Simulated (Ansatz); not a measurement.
## BaHfH6: stable or not

The cell was found from a structure generator's guess, not taken from experiment.

These are results of DFT PBE, scalar-relativistic, plane waves, PAW (Ansatz 0.2.0), not measurements. The final run on the 8-atom cell used 420 eV, a Γ-centred 8×6×6 mesh, 0.02 eV smearing and no spin polarisation.

```yaml
crystal:
  lattice:
    - [3.38731, 0.00000, 0.00000]
    - [0.00000, 3.61581, 3.96333]
    - [0.00000, -3.61581, 3.96333]
  atoms:
    - { symbol: Ba, position: [0.50000, 0.55365, 0.55365] }
    - { symbol: Hf, position: [0.00000, 0.99743, 0.99743] }
    - { symbol: H, position: [0.50000, 0.76757, 0.05696] }
    - { symbol: H, position: [0.50000, 0.05696, 0.76757] }
    - { symbol: H, position: [0.50000, 0.15710, 0.15710] }
    - { symbol: H, position: [0.00000, 0.86498, 0.33981] }
    - { symbol: H, position: [0.00000, 0.33981, 0.86498] }
    - { symbol: H, position: [0.00000, 0.76254, 0.76254] }
```

The zero of energy is the elements' standard structures at the same level (H₂ as a molecule); no fitted shifts are applied.

Task: These tests were run: energy against the elements; phonons on a 2×1×1 q mesh; elastic tensor. What do they show?

Result:

```
                       test                            result
energy against the elements                    −0.352 eV/atom
  phonons on a 2×1×1 q mesh  imaginary modes down to 14i cm⁻¹
             elastic tensor           least eigenvalue 11 GPa
```

It fails one test: phonons on a 2×1×1 q mesh. So it isn't even a local minimum.

Spin–orbit coupling, which can matter for Hf, is left out. With hydrogen, zero-point motion can shift formation energies by some tens of meV/atom. The run for the phonons used an 8×6×6 k mesh. The run for the elastic tensor used an 8×6×6 k mesh.
